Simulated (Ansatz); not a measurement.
Ansatz input

```yaml
crystal:
  lattice:
    - [2.3903467482, 0.0, 0.0]
    - [-1.1951733741, 2.0701010078, 0.0]
    - [0.0, 0.0, 7.7809171321]
  atoms:
    - { symbol: Co, position: [1.0, 1.0, 0.0] }
    - { symbol: Co, position: [1.0, 1.0, 0.5] }
    - { symbol: Co, position: [0.3333333333, 0.6666666667, 0.25] }
    - { symbol: Co, position: [0.6666666667, 0.3333333333, 0.75] }
hamiltonian:
  xc: lda
  pseudopotentials:
    kind: paw
    azcp:
      Co: "pseudopotentials/Co.paw.azcp"
basis:
  ecutwfc: 420
  fft_grid_basis: typed
kpoints:
  mp_grid: { grid: [20, 20, 6], shift: [0, 0, 0] }
magnetization:
  spin_polarized: false
scf:
  occupations: { method: fermi_dirac, width: 0.1 }
```

Output

```
Warning: the record states the generating functional pbe (its physics header spells it `PBE`), which answers neither for hamiltonian.xc's functional nor for the lda family's — results may be inconsistent (PPs are generated against a specific XC)
Engine: ansatz 0.2.0, aarch64-unknown-linux-gnu
Pseudopotentials: kind: paw
Pseudopotential: Co, paw, valence charge 17, recommended cutoff 420 eV (normal) 
Functional definition: SPW92
  exchange = slater_x
  correlation = pw_c
Crystal: 4 atoms, lattice volume = 38.502 Å³
Basis set: ecut = 420 eV, 723 PW (Γ)
Bands: 41, of which v1, the nominal top of the filled ones, is band 34 counted from 1 (33 counted from 0)
Symmetry: 24 space group operations
Space group: P63/mmc (ITA 194), of the structure as read, at distance tolerance 3.4e-5 Å
k-points: 176 of 2400
Non-local potential: Co, projectors of the file, l = 0: 3, l = 1: 2, l = 2: 3, l = 3: 1
PAW form: soft (Blöchl's): semilocal exchange-correlation on the pseudo side does not see the compensation charge
PAW frozen core: Co, regenerated for the run's functional, and the local potential with it (the file was generated under x = pbe(κ = 0.804, μ = 0.2195149727645171), c = pbe(β = 0.06672455060314922))
PAW one-centre angular grid: Co, 590 points (default); XC on 64 Gauss nodes
Initial density: superposition of atomic densities (neutral atoms: chi_scale 0, normalization atom), corrected by the library's trained network
Initial wavefunctions: pseudopotential atomic-orbital guess
Functional: x = slater, c = lda
SCF iter   1: F=—  HF=-20250.832080 eV  |F-HF|=—  |Δ(HF+E_count)|=         —  Δρ=2.69e-2  dr2=1.45e-1  ethr=1.77e-3  ⟨swp⟩=5.3  Hψ=21754  notcnv=0  defer=12
SCF iter   2: F=—  HF=-20250.814001 eV  |F-HF|=—  |Δ(HF+E_count)|=   1.81e-2  Δρ=1.08e-2  dr2=2.98e-2  ethr=2.14e-4  ⟨swp⟩=3.0  Hψ=12397  notcnv=0  defer=25
SCF iter   3: F=—  HF=-20250.811657 eV  |F-HF|=—  |Δ(HF+E_count)|=   2.34e-3  Δρ=2.06e-3  dr2=1.35e-3  ethr=4.38e-5  ⟨swp⟩=1.0  Hψ=7191  notcnv=0  defer=25
SCF iter   4: F=—  HF=-20250.811573 eV  |F-HF|=—  |Δ(HF+E_count)|=   8.39e-5  Δρ=3.08e-4  dr2=1.47e-5  ethr=1.98e-6  ⟨swp⟩=1.5  Hψ=7635  notcnv=0  defer=25
SCF iter   5: F=—  HF=-20250.811596 eV  |F-HF|=—  |Δ(HF+E_count)|=   2.27e-5  Δρ=1.45e-4  dr2=2.45e-6  ethr=2.16e-8  ⟨swp⟩=2.3  Hψ=12177  notcnv=0  defer=25
SCF iter   6: F=—  HF=-20250.811595 eV  |F-HF|=—  |Δ(HF+E_count)|=   4.23e-7  Δρ=6.68e-5  dr2=5.39e-7  ethr=3.61e-9  ⟨swp⟩=2.3  Hψ=12172  notcnv=0  defer=25
SCF iter   7: F=-20250.811595 eV  HF=-20250.811595 eV  |F-HF|=2.85e-8  |Δ(HF+E_count)|=   1.84e-7  Δρ=1.40e-5  dr2=3.01e-8  ethr=1.47e-10  ⟨swp⟩=1.8  Hψ=19813  notcnv=0
SCF 1 converged in 7 iterations: F = -20250.811595 eV  dr2 = 3.01e-8
SCF converged after 7 iterations
Free energy (F): -20250.811595 eV
Harris-Foulkes:  -20250.811595 eV  (|F-HF|=2.85e-8)
Internal energy: -20250.524438 eV  (E = F + TS)
E sigma→0 (E₀):  -20250.668016 eV
Entropy (-TS):   -0.287157 eV (-71.789 meV/atom)
Fermi energy:    21.099967 eV
--- Per-component energies (eV) ---
  E_band       = -811.627217
  E_kinetic    = 1832.443845
  E_local      = -10648.348822  (includes V_loc(G=0)·N_el)
  E_nonlocal   = 1831.585102
  E_hartree    = 4476.593735
  E_xc         = -636.643528
  E_vxc        = -826.575511  (∫ρ·V_xc dr)
  E_paw        = -5807.216798  (= ΣΔE_a)
  E_vpaw       = -1953.930451  (= ΣTr[D̂ρ^β])
  E_aug_tail   = 0.000126  (compensation charges beyond the density's cutoff)
  E_ewald      = -11300.611099
  E_core_change = 1.673002  (= ΣΔE_core)
  E_smearing   = -0.287157  (= −TS)
  E_closure    = 0.000000  (closes the sum)
  Σ components = -20250.811595   (vs F -20250.811595, Δ=0.00e0)
```
